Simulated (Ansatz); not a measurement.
Data:

B2W:
```xyz
6
Lattice="2.9248 0.0000 0.0000 -1.4624 2.5329 0.0000 0.0000 0.0000 7.7227" Properties=species:S:1:pos:R:3 pbc="T T T"
W      1.4624     0.8443     5.7920
W      0.0000     1.6886     1.9307
B      1.4624     0.8443     3.5490
B      0.0000     1.6886     4.1737
B      0.0000     1.6886     7.4103
B      1.4624     0.8443     0.3123
```

This is the r²SCAN-relaxed structure. Cartesian axes are those of the cell as given.

### Question
All from plane-wave PAW r²SCAN (Ansatz code), unless another level is named. Estimate the bulk modulus (Birch–Murnaghan fit).

### Answer
318 GPa.

### Question
Give the elastic constants (relaxed ions, GPa).

### Answer
C11 = 606, C12 = 174, C13 = 101, C33 = 973, C44 = 293.

Space group P6_3/mmc. The start of the workflow was typed in or built on a structure type; the Crystallography Open Database files this formula in space group No. 194, but the cells were not matched. Whether it is the stable phase at ambient conditions was not checked. The cell was relaxed with r²SCAN under the symmetry of its start; its stability against distortions is not shown here. No spin polarisation was allowed. As this level gives no gap, shear constants depend on the k-mesh and smearing (Fermi–Dirac, 0.1 eV here). Spin–orbit coupling is left out wherever it is not named.

Potentials: the earlier of the program's two PAW sets.
